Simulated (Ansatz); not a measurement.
Na (bcc, W type)

```xyz
1
Lattice="-2.0984 2.0984 2.0984 2.0984 -2.0984 2.0984 2.0984 2.0984 -2.0984" Properties=species:S:1:pos:R:3 pbc="T T T"
Na     0.0000     0.0000     0.0000
```

E(V) scan at fixed shape, V₀ the volume above. Symmetry pins the atoms to their sites.

Level of theory: PBE (plane waves to 420 eV, PAW, scalar-relativistic; Ansatz, a program for electronic structure). k mesh 16×16×16 (Γ-centred), Fermi-Dirac smearing 0.05 eV. E stands for the smeared free energy. Stress and pressure are positive under compression. Na was relaxed with its symmetry unable to fall. The PAW data are Ansatz's earlier set. The zero of ΔE is the relaxed starting cell. The last digit holds for this mesh only.

```csv
V (Å³/atom),ΔE (meV/atom)
33.263,withheld
34.187,5.7
35.111,2.4
36.035,0.6
36.959,0.0
37.883,0.5
38.807,2.1
39.731,4.5
40.655,7.7
```

Q: Fit a third-order Birch-Murnaghan form (E₀, V₀, B₀, B₀′ free) to the given rows and predict ΔE at V = 33.263.

A: Least squares on the 8 given rows: ΔE = E₀ + (9V₀B₀/16)·y²·[2 + (B₀′ − 4)y], y = (V₀/V)^(2/3) − 1, with V₀ = 36.955 Å³/atom, B₀ = 7.778 GPa (160.2 GPa = 1 eV/Å³; the term in eV is multiplied by 1000), B₀′ = 3.82, E₀ = -0.01 meV/atom; root-mean-square residual 0.02 meV/atom. At 33.263 the fit gives 10.6 meV/atom; the calculation gives 10.6 meV/atom, the same to the digits shown. For the pressure the fit gives 1.0 GPa against the computed 1.0 GPa.

(A scan under strain: stresses follow from slopes of the energy per volume, elastic moduli from its curvatures.)
